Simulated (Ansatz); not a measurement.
AlNi (CsCl type)

```yaml
crystal:
  lattice:
    - [2.86332, 0.00000, 0.00000]
    - [0.00000, 2.86332, 0.00000]
    - [0.00000, 0.00000, 2.86332]
  atoms:
    - { symbol: Al, position: [0.00000, 0.00000, 0.00000] }
    - { symbol: Ni, position: [0.50000, 0.50000, 0.50000] }
```

The slice is a {100} plane (indices of the conventional cell) through the point (0.000, 0.000, 0.000) (fractional), spanned by u = [100] and v = [010] in vectors of this cell: u (2.86 Å) and v (2.86 Å, at 90° to u). It covers one period; positions are fractions (u, v).

Level of theory: r2SCAN (plane waves to 500 eV, PAW, scalar-relativistic; Ansatz, an electronic-structure program). k mesh 16×16×16. These are valence fields of a PAW run, semicore shells included where kept as valence: close to a nucleus they are smooth pseudo fields. AlNi is run without spin polarisation. AlNi was relaxed with its symmetry unable to fall. The PAW data are Ansatz's earlier set.

### Question
Sketch the electron localisation function (ELF) on this plane as a map.

### Answer
```tsv
v \ u	0.00	0.14	0.29	0.43	0.57	0.71	0.86
0.93	x	x	0.37	0.52	0.52	0.37	x
0.86	x	0.08	0.45	0.51	0.51	0.45	0.08
0.79	0.09	0.26	0.51	0.49	0.49	0.51	0.26
0.71	0.33	0.45	0.51	0.45	0.45	0.51	0.45
0.64	0.48	0.52	0.48	0.41	0.41	0.48	0.52
0.57	0.52	0.51	0.45	0.37	0.37	0.45	0.51
0.50	0.52	0.50	0.43	0.36	0.36	0.43	0.50
0.43	0.52	0.51	0.45	0.37	0.37	0.45	0.51
0.36	0.48	0.52	0.48	0.41	0.41	0.48	0.52
0.29	0.33	0.45	0.51	0.45	0.45	0.51	0.45
0.21	0.09	0.26	0.51	0.49	0.49	0.51	0.26
0.14	x	0.08	0.45	0.51	0.51	0.45	0.08
0.07	x	x	0.37	0.52	0.52	0.37	x
0.00	x	x	0.33	0.52	0.52	0.33	x
```

Values: electron localisation function (ELF). Points within 0.5 Å of a nucleus are blanked (x), as the pseudised field means little there.
